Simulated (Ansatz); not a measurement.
## Cs2AgBiBr6: the relaxed cell by functional

The starting cell is an entry of the Crystallography Open Database, a measured cell (2017, 298 K):

```
Cs Ag Bi Br
1.0
     0.00000    5.61610    5.61610
     5.61610    0.00000    5.61610
     5.61610    5.61610    0.00000
Cs Ag Bi Br
2 1 1 6
Direct
  0.25000 0.25000 0.25000
  0.75000 0.75000 0.75000
  0.50000 0.50000 0.50000
  0.00000 0.00000 0.00000
  0.25055 0.74945 0.25055
  0.25055 0.74945 0.74945
  0.74945 0.25055 0.74945
  0.74945 0.25055 0.25055
  0.25055 0.25055 0.74945
  0.74945 0.74945 0.25055
```

Atoms and cell were relaxed at zero pressure with plane-wave PAW DFT (Ansatz 0.2.0; one set of PAW datasets, made under PBE, for all functionals; 420 eV, r2SCAN 500 eV; 4×4×4 Γ-centred mesh, fermi-dirac occupations of width 0.020 eV; no spin polarisation, no spin-orbit coupling, no dispersion correction), keeping the symmetry (Fm-3m, No. 225).

Q: How do the functionals compare with each other and with the entry?

A: The relaxed conventional cells:

```tsv
functional	a (Å)	volume (Å³/atom)	formation energy (eV/atom)
LDA	10.999	33.27	-1.120
PBEsol	11.188	35.01	-1.124
PBE	11.484	37.86	-1.146
r2SCAN	11.341	36.46	-1.310
the entry	11.232	35.43	–
```

LDA gives the smallest volume and PBE the largest, 13.8 % more, the usual order, since LDA overbinds and PBE's gradient terms loosen the lattice. Against the entry's volume: LDA -6.1 %, PBEsol -1.2 %, PBE +6.9 %, r2SCAN +2.9 %; PBEsol comes nearest. The formation energies span 0.19 eV an atom, lowest under r2SCAN.

Caveats: each relaxation keeps the start's symmetry, so a distorted cell may lie lower; computed cells are at 0 K with fixed nuclei, while the entry holds thermal expansion, often some tenths of a per cent in volume and more in soft crystals; no spin-orbit coupling, which moves formation energies of heavy elements; formation energies are at zero smearing against the elements' usual phases under the same functional, gases as free molecules, uncorrected.
